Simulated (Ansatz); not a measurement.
An Ansatz (an electronic-structure program) run. Input:

Ansatz 0.2 input:
```yaml
crystal:
  lattice:
    - [0.0, 3.3029175362, 3.3029175362]
    - [3.3029175362, 0.0, 3.3029175362]
    - [3.3029175362, 3.3029175362, 0.0]
  atoms:
    - { symbol: Li, position: [0.75, 0.75, 0.75] }
    - { symbol: Li, position: [0.25, 0.25, 0.25] }
    - { symbol: H, position: [0.7516950956, 0.7516950956, 0.2483049044] }
    - { symbol: H, position: [0.2483049044, 0.2483049044, 0.7516950956] }
    - { symbol: H, position: [0.2483049044, 0.7516950956, 0.7516950956] }
    - { symbol: H, position: [0.7516950956, 0.2483049044, 0.2483049044] }
    - { symbol: H, position: [0.7516950956, 0.2483049044, 0.7516950956] }
    - { symbol: H, position: [0.2483049044, 0.7516950956, 0.2483049044] }
    - { symbol: Pt, position: [0.0, 0.0, 0.0] }
kpoints:
  mp_grid: { grid: [7, 7, 7] }
hamiltonian:
  xc: pbesol
  pseudopotentials: { kind: paw }
scf:
  occupations: { method: fixed }
phonons:
  method: dfpt
  response_accuracy: low
  eigenvectors: true
  rigid_motions: translations
  dielectric: true
```

Output (shortened):

```
Pseudopotential: Li, paw, valence charge 3
Pseudopotential: H, paw, valence charge 1
Pseudopotential: Pt, paw, valence charge 18
Functional definition: PBEsol
Crystal: 9 atoms, lattice volume = 72.065 Å³
Basis set: ecut = 420 eV, 1411 PW (Γ), exchange–correlation on 64×64×64 points (8 copies of the dense FFT grid, shifted against one another)
Bands: 24, of which v1, the nominal top of the filled ones, is band 15 counted from 1 (14 counted from 0)
Symmetry: 48 space group operations
k-points: 172 of 343 (irreducible under 1 space group operation, time reversal used)
SCF iter   1: F=—  HF=-12887.319246 eV  |F-HF|=—  |Δ(HF+E_count)|=         —  Δρ=7.29e-3  dr2=2.49e-2  ethr=1.77e-3  ⟨swp⟩=4.1  Hψ=15793  notcnv=0  defer=1024
preconditioner: auto → none
SCF iter   2: F=—  HF=-12887.312527 eV  |F-HF|=—  |Δ(HF+E_count)|=   6.72e-3  Δρ=2.92e-3  dr2=3.45e-3  ethr=8.28e-5  ⟨swp⟩=2.0  Hψ=5904  notcnv=0  defer=1202
SCF iter   3: F=—  HF=-12887.312615 eV  |F-HF|=—  |Δ(HF+E_count)|=   8.80e-5  Δρ=1.87e-3  dr2=3.90e-3  ethr=1.15e-5  ⟨swp⟩=2.7  Hψ=6289  notcnv=0  defer=1202
SCF iter   4: F=—  HF=-12887.311736 eV  |F-HF|=—  |Δ(HF+E_count)|=   8.79e-4  Δρ=3.44e-4  dr2=2.83e-5  ethr=1.15e-5  ⟨swp⟩=2.0  Hψ=5282  notcnv=0  defer=1190
SCF iter   5: F=—  HF=-12887.311745 eV  |F-HF|=—  |Δ(HF+E_count)|=   8.77e-6  Δρ=3.05e-5  dr2=3.33e-7  ethr=9.42e-8  ⟨swp⟩=2.2  Hψ=5658  notcnv=0  defer=430
SCF iter   6: F=—  HF=-12887.311747 eV  |F-HF|=—  |Δ(HF+E_count)|=   2.13e-6  Δρ=5.14e-6  dr2=1.58e-8  ethr=1.11e-9  ⟨swp⟩=2.0  Hψ=6278  notcnv=0  defer=430
SCF iter   7: F=—  HF=-12887.311747 eV  |F-HF|=—  |Δ(HF+E_count)|=   5.09e-9  Δρ=7.78e-7  dr2=3.14e-10  ethr=5.28e-11  ⟨swp⟩=2.6  Hψ=6062  notcnv=0  defer=430
SCF iter   8: F=-12887.311747 eV  HF=-12887.311747 eV  |F-HF|=5.46e-12  |Δ(HF+E_count)|=  4.55e-11  Δρ=5.40e-8  dr2=1.39e-12  ethr=1.00e-12  ⟨swp⟩=11.0  Hψ=23803  notcnv=0
SCF 1 converged in 8 iterations: F = -12887.311747 eV  dr2 = 1.39e-12
NSCF: frozen V_eff on 10 k-points
DFPT response loops at Γ: preconditioner auto → none (the input reference at scf.mixing.eps_inf says where Resta's filter doesn't serve); β = 0.50 …
── the response to a field inside a basis, on 8×8×8 k-points: an SCF that follows is theirs, and a resumed run solves both again ──
Crystal: 9 atoms, lattice volume = 72.065 Å³
Bands: 16, of which v1, the nominal top of the filled ones, is band 15 counted from 1 (14 counted from 0)
k-points: 60 of 512 (irreducible under 12 space group operations)
SCF iter   1: F=—  HF=-12887.304543 eV  |F-HF|=—  |Δ(HF+E_count)|=         —  Δρ=2.67e-4  dr2=8.15e-6  ethr=1.00e-1
preconditioner: auto → none
SCF iter   2: F=—  HF=-12887.304549 eV  |F-HF|=—  |Δ(HF+E_count)|=   6.16e-6  Δρ=1.29e-4  dr2=2.17e-6  ethr=2.72e-8
SCF iter   3: F=—  HF=-12887.304552 eV  |F-HF|=—  |Δ(HF+E_count)|=   2.84e-6  Δρ=5.82e-5  dr2=3.12e-6  ethr=7.23e-9
SCF iter   4: F=-12887.304551 eV  HF=-12887.304551 eV  |F-HF|=8.97e-9  |Δ(HF+E_count)|=   5.20e-7  Δρ=8.04e-6  dr2=1.34e-8  ethr=7.23e-9
SCF 1 converged in 4 iterations: F = -12887.304551 eV  dr2 = 1.34e-8
DFPT response loops at Γ: mixed as the last ones told, above
SCF converged after 8 iterations
Free energy (F): -12887.311747 eV
Harris-Foulkes:  -12887.311747 eV  (|F-HF|=5.46e-12)
Internal energy: -12887.311747 eV  (E = F + TS)
E sigma→0 (E₀):  -12887.311747 eV
Fermi energy:    3.726395 eV
--- Per-component energies (eV) ---
  E_band       = -625.310103
  E_kinetic    = 760.707996
  E_local      = -3311.163551  (includes V_loc(G=0)·N_el)
  E_nonlocal   = 138.742897
  E_hartree    = 1252.064238
  E_xc         = -336.469863
  E_vxc        = -401.512690  (∫ρ·V_xc dr)
  E_paw        = -9356.639410  (= ΣΔE_a)
  E_vpaw       = -316.206412  (= ΣTr[D̂ρ^β])
  E_aug_tail   = -0.006789  (compensation charges beyond the density's cutoff)
  E_ewald      = -2034.834246
  E_core_change = 0.286981  (= ΣΔE_core)
  E_smearing   =  0.000000  (= −TS)
  E_closure    =  0.000000  (closes the sum)
  Σ components = -12887.311747   (vs F -12887.311747, Δ=0.00e0)
  [band-id]    e_kinetic+e_local+e_nonlocal+2·e_hartree+e_vxc+e_vpaw+e_augmentation_tail = -625.310073   (vs E_band -625.310103, Δ=2.96e-5)
--- Band table (eV; the first three rows and the last of 172) ---
  k-point 0: bands = ["-94.0944", "-48.2609", "-48.2609", "-48.2609", "-39.7849", "-39.7764", "-3.7746", "-1.2358", "-1.2358", "1.3473", "1.3473", "1.3473", "3.2883", "3.2883", "3.2883", "10.0856", "10.9856", "10.9856", "10.9856", "11.6612", "11.6612", …
  k-point 1: bands = ["-94.0944", "-48.2610", "-48.2609", "-48.2609", "-39.7844", "-39.7768", "-3.6072", "-1.2780", "-1.2780", "1.2870", "1.3782", "1.3782", "2.6701", "3.3731", "3.3731", "10.3690", "10.3690", "10.4990", "11.1413", "11.1413", "11.2146", …
  k-point 2: bands = ["-94.0944", "-48.2612", "-48.2610", "-48.2610", "-39.7831", "-39.7779", "-3.1319", "-1.3720", "-1.3720", "0.7902", "1.4786", "1.4786", "1.8191", "3.5165", "3.5165", "9.4281", "9.4281", "10.5504", "11.5331", "11.5712", "11.5712", …
  k-point 171: bands = ["-94.0944", "-48.2613", "-48.2610", "-48.2610", "-39.7807", "-39.7802", "-2.2915", "-1.6613", "-1.4367", "0.0138", "1.5798", "1.6044", "1.6301", "3.0523", "3.4181", "8.5922", "9.1732", "11.2249", "12.0178", "12.2485", "12.3539", …
--- Phonons (Γ-DFPT): 4 representative perturbations + reference, on 172 of 343 k-points (Σ response iterations 12) ---
  ASR residual: 9.406e-5 → 0.000e0 eV/Å²; symmetrization residual: 9.286e-6 eV/Å²
  ASR residual per site (eV/Å²): 1.18e-5 1.18e-5 2.04e-5 2.04e-5 2.04e-5 2.04e-5 2.04e-5 2.04e-5 9.41e-5
  Γ frequencies (cm⁻¹): 0.00 0.00 0.00 189.00 189.00 189.00 193.25 193.25 193.25 233.66 233.66 233.66 789.08 789.08 789.08 791.70 791.70 791.70 851.85 851.85 851.85 1847.77 1847.77 1847.77 2127.80 2127.80 2134.82
  ε∞ (high-frequency dielectric tensor):
        4.420966     0.000000     0.000000
        0.000000     4.420966     0.000000
        0.000000     0.000000     4.420966
  ε⁰ (static dielectric tensor: ions relaxed, cell fixed):
       11.084204     0.000000     0.000000
        0.000000    11.084204     0.000000
        0.000000     0.000000    11.084204
  ε⁰ − ε∞ (ionic part):
        6.663238     0.000000     0.000000
        0.000000     6.663238     0.000000
        0.000000     0.000000     6.663238
  softest optical mode at Γ: 189.00 cm⁻¹; the repairs (sum rule, projections) moved no ω² at Γ by more than (8.55 cm⁻¹)²
  Born effective charges Z* (e; rows j = field, columns β = displacement):
    site 0:
         1.03542    0.00000    0.00000
         0.00000    1.03542    0.00000
         0.00000    0.00000    1.03542
    site 1:
         1.03542    0.00000    0.00000
         0.00000    1.03542    0.00000
         0.00000    0.00000    1.03542
    site 2:
         0.18289    0.00000    0.00000
         0.00000    0.18289    0.00000
         0.00000    0.00000   -0.80386
    site 3:
         0.18289    0.00000    0.00000
         0.00000    0.18289    0.00000
         0.00000    0.00000   -0.80386
    site 4:
        -0.80386    0.00000    0.00000
         0.00000    0.18289    0.00000
         0.00000    0.00000    0.18289
    site 5:
        -0.80386    0.00000    0.00000
         0.00000    0.18289    0.00000
         0.00000    0.00000    0.18289
    site 6:
         0.18289    0.00000    0.00000
         0.00000   -0.80386    0.00000
         0.00000    0.00000    0.18289
    site 7:
         0.18289    0.00000    0.00000
         0.00000   -0.80386    0.00000
         0.00000    0.00000    0.18289
    site 8:
        -1.19467    0.00000    0.00000
         0.00000   -1.19467    0.00000
         0.00000    0.00000   -1.19467
  Z* charge neutrality: 5.247e-4 e pre-enforcement
  solved inside a basis spanned on kpoints, on 8×8×8 k-points, its susceptibility summed on 12×12×12: ε∞ is read to err by 1.2e-2, Z* by 1.9e-2 e (field_mesh …
  optical modes at Γ without the LO–TO term, one row a degenerate level:
      ω (cm⁻¹)  modes    IR ((D/Å)²/amu)
        189.00      3             0.0000
        193.25      3            23.7642
        233.66      3             0.0000
        789.08      3             0.0000
        791.70      3             0.0000
        851.85      3            10.0808
       1847.77      3            85.9696
       2127.80      2             0.0000
       2134.82      1             0.0000
  optical modes at Γ + LO–TO along q̂ = [1.0000, 0.0000, 0.0000]:
      ω (cm⁻¹)  modes    IR ((D/Å)²/amu)
        189.00      3             0.0000
        193.25      2            15.8428
        233.66      3             0.0000
        293.04      1             6.6120
        789.08      3             0.0000
        791.70      3             0.0000
        851.85      2             6.7205
        864.99      1             3.3681
       1847.77      2            57.3131
       1900.14      1            29.9582
       2127.80      2             0.0000
       2134.82      1             0.0000
  optical modes at Γ + LO–TO along q̂ = [0.0000, 1.0000, 0.0000]:
      ω (cm⁻¹)  modes    IR ((D/Å)²/amu)
        189.00      3             0.0000
        193.25      2            15.8428
        233.66      3             0.0000
        293.04      1             6.6120
        789.08      3             0.0000
        791.70      3             0.0000
        851.85      2             6.7205
        864.99      1             3.3681
       1847.77      2            57.3131
       1900.14      1            29.9582
       2127.80      2             0.0000
       2134.82      1             0.0000
  optical modes at Γ + LO–TO along q̂ = [0.0000, 0.0000, 1.0000]:
      ω (cm⁻¹)  modes    IR ((D/Å)²/amu)
        189.00      3             0.0000
        193.25      2            15.8428
        233.66      3             0.0000
        293.04      1             6.6120
        789.08      3             0.0000
        791.70      3             0.0000
        851.85      2             6.7205
        864.99      1             3.3681
       1847.77      2            57.3131
       1900.14      1            29.9582
       2127.80      2             0.0000
       2134.82      1             0.0000
```

Cost: very roughly 5 core-minutes on shared cores.

Space group Fm-3m. The workflow started from a Materials Project entry (that database holds measured and hypothetical structures alike); the Crystallography Open Database copy checked does not list it. Whether it is the stable phase at ambient conditions was not checked. Symmetry was held in the PBEsol relaxation; of distortions, only those at the zone centre were tested. No spin polarisation was allowed. Spin–orbit coupling is left out wherever it is not named.

Potentials: the later of the program's two PAW sets.

Ansatz is a plane-wave DFT program.
